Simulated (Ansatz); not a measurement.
The end point of a relaxation of PbSe. These are r2SCAN (plane waves to 500 eV, PAW, scalar-relativistic; Ansatz, a quantum-chemistry and plane-wave program) values and carry that method's errors.

```xyz
2
Lattice="0.0000 3.0887 3.0887 3.0887 0.0000 3.0887 3.0887 3.0887 0.0000" Properties=species:S:1:pos:R:3 pbc="T T T"
Pb     0.0000     0.0000     0.0000
Se     3.0887     3.0887     3.0887
```

**Question.** Determine the symmetry and give the standard cell with its independent sites.

**Answer.** Space group Fm-3m (No. 225); a = b = c = 6.177 Å, α = β = γ = 90.00°

```json
[
 {"atom": "Pb", "site": "4a", "symmetry": "m-3m", "x": "0.0000", "y": "0.0000", "z": "0.0000"},
 {"atom": "Se", "site": "4b", "symmetry": "m-3m", "x": "0.5000", "y": "0.5000", "z": "0.5000"}
]
```

This is the rock salt type.

**Question.** Give the shortest distances between elements (the closest pairs, up to four, under 3.6 Å).

**Answer.** Pb–Se 3.09 Å.

```yaml
volume_per_atom: 29.47 Å³
band_gap: 0.67 eV, direct at L (no spin-orbit coupling)
```

No spin polarisation in the result. Without spin-orbit coupling the bands of the heavy element are not split, so the gap can be far off.

The run could not lose the symmetry of its start; a randomly shaken copy of 4 atoms returns to this structure.
